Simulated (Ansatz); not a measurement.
SbSI in space group Pnma (No. 62; Sb on 4c, S on 4c, I on 4c) at seven volumes, LDA (plane waves, PAW; program Ansatz), shape and atoms relaxed at each. One row is withheld.

```json
[
 {"V (Å³/atom)": "25.082", "P (GPa)": "3.29"},
 {"V (Å³/atom)": "25.909", "P (GPa)": "1.91"},
 {"V (Å³/atom)": "26.735", "P (GPa)": "?"},
 {"V (Å³/atom)": "27.562", "P (GPa)": "0.00"},
 {"V (Å³/atom)": "28.389", "P (GPa)": "-0.64"},
 {"V (Å³/atom)": "29.216", "P (GPa)": "-1.08"},
 {"V (Å³/atom)": "30.043", "P (GPa)": "-1.38"}
]
```

Question: Fit the shown pressures and predict the withheld one.

Answer: P = (3/2)B₀(x^(7/2) − x^(5/2))[1 + (3/4)(B′ − 4)(x − 1)] with x = (V₀/V)^(2/3). Least squares on the six rows gives V₀ = 27.554 Å³/atom, B₀ = 23.8 GPa, B′ = 8.63. At V = 26.735, x = 1.0203 and P = 0.82 GPa. The run itself gave 0.85 GPa.

The first step of the workflow began from a Materials Project structure, measured or hypothetical; the Crystallography Open Database files this formula in space group No. 62, but the cells were not matched. Whether it is the stable phase at ambient conditions was not checked. The LDA relaxation kept the symmetry of its start; its stability against distortions is not shown here. A crystal of weakly bound chains computed without a dispersion correction: the cell and the soft elastic constants depend strongly on that. Scalar-relativistic: spin–orbit coupling is off unless named, which matters more the heavier the elements.

Potentials: the later of the program's two PAW sets.
